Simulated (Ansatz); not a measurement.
Here is the system:

SnTe (rock salt)

```yaml
crystal:
  lattice:
    - [0.00000, 3.18559, 3.18559]
    - [3.18559, 0.00000, 3.18559]
    - [3.18559, 3.18559, 0.00000]
  atoms:
    - { symbol: Te, position: [0.00000, 0.00000, 0.00000] }
    - { symbol: Sn, position: [0.50000, 0.50000, 0.50000] }
```

In this cell atom 2 (Sn, nearest neighbour Te at 3.186 Å; its periodic images, 4.5 Å or more away, move with it) is moved by s along Cartesian [110], unit vector (0.707, 0.707, 0.000); all other atoms and the cell stay fixed.

These are r2SCAN (plane waves to 500 eV, PAW, scalar-relativistic; Ansatz, an electronic-structure program) values and carry that method's errors. k mesh 10×10×10 (Γ-centred), Fermi-Dirac smearing 0.05 eV. E stands for the smeared free energy. SnTe was relaxed with its symmetry unable to fall. Spin-orbit coupling is left out, though Te is heavy. The PAW data are Ansatz's earlier set. The zero of ΔE is the undisplaced structure.

The scan covers s from -0.960 to 0.960 Å in 11 points.

Task: Is the energy the same for equal positive and negative displacements?

Result: Even: the same for both signs. With its periodic images moving along, the atom's site symmetry in this cell is m-3m.

Task: What is the energy change at s = 0.960 Å?

Result: 1186.6 meV/cell.

Task: What force acts on the atom along the line at s = -0.960 Å?

Result: 3.61 eV/Å.

(For displaced atoms, the force is minus the slope of the energy, and its curvature is a force constant, which sets phonon frequencies.)
